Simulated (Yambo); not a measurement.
BeSe (zinc blende, space group F-43m, No. 216), G0W0@PBEsol in Yambo with this input:

```
rim_cut
gw0
dyson
el_el_corr
HF_and_locXC
ppa
em1d
RandQpts= 1000000
RandGvec= 1 Ry
EXXRLvcs= 88 Ry
VXCRLvcs= 352 Ry
Chimod= "HARTREE"
% BndsRnXp
 13 | 132 |
%
NGsBlkXp= 8 Ry
% LongDrXp
 1.0 | 1.0 | 1.0 |
%
PPAPntXp= 27.2114 eV
% GbndRnge
 1 | 132 |
%
GTermKind= "BG"
DysSolver= "n"
ExtendOut
```

On a 6×6×6 mesh, with wavefunctions cut at 88 Ry, the gap (Γ → X) is 4.219 eV and the valence edge shifts by -1.457 eV.

What happens with this change: 3 Ry block?

The gap falls by 0.248 eV, to 3.971 eV; the shift of the valence edge becomes -1.199 eV. Neither run is shown to be the converged limit.

The standard potential for Se keeps a d shell in the valence without the s and p states of that shell. In tests on such compounds this moved G0W0 gaps by up to about 0.9 eV, so absolute quasiparticle energies here are unreliable; differences between settings are what counts.

Spin-orbit coupling is included.

Geometry relaxed with PBEsol; primitive cell a = b = c = 3.628 Å, α = β = γ = 60.00°.

A shift is the quasiparticle energy of the state minus its PBEsol energy.
